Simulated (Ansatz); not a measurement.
YAl2Ge2:
```yaml
crystal:
  lattice:
    - [4.23974, 0.00000, 0.00000]
    - [-2.11987, 3.67172, 0.00000]
    - [0.00000, 0.00000, 6.64804]
  atoms:
    - { symbol: Y, position: [0.00000, 0.00000, 0.00000] }
    - { symbol: Al, position: [0.66667, 0.33333, 0.35663] }
    - { symbol: Al, position: [0.33333, 0.66667, 0.64337] }
    - { symbol: Ge, position: [0.66667, 0.33333, 0.73969] }
    - { symbol: Ge, position: [0.33333, 0.66667, 0.26031] }
```

Relaxed with r²SCAN. Special points in fractions of this cell's reciprocal vectors: Γ (0.000, 0.000, 0.000); M (0.500, 0.000, 0.000); K (0.333, 0.333, 0.000); A (0.000, 0.000, 0.500); L (0.500, 0.000, 0.500); H (0.333, 0.333, 0.500).

Task: List the band energies nearest the Fermi level at these points for DFT-r²SCAN in the program Ansatz with PAW potentials.

Result: In eV from the Fermi level; about four levels below and three above (degenerate sets whole), none deeper than 8.9 eV; points with the same levels are listed once.

| k | below | above |
|---|---|---|
| Γ | -2.87 -2.87 -0.95 -0.69 -0.69 | 0.34 0.63 0.63 |
| M | -3.59 -3.44 -2.68 -1.33 | 1.97 2.08 2.79 |
| K | -5.63 -3.48 -3.48 -3.16 | 1.27 2.28 2.28 |
| A | -2.15 -2.15 -2.12 -2.12 -0.50 | 0.33 0.33 0.78 |
| L | -2.09 -1.63 -0.88 -0.03 | 1.45 1.95 1.96 |
| H | -5.07 -4.24 -2.60 -2.60 | 0.63 0.63 2.07 |

Space group P-3m1. The workflow started from a Materials Project entry (that database holds measured and hypothetical structures alike); the Crystallography Open Database files this formula in space group No. 164, but the cells were not matched. Its standing as an ambient phase is unchecked. The cell was relaxed with r²SCAN under the symmetry of its start; its stability against distortions is not shown here. The run is not spin-polarised. Scalar-relativistic: spin–orbit coupling is off unless named, which matters more the heavier the elements.

Potentials: the later of the program's two PAW sets.
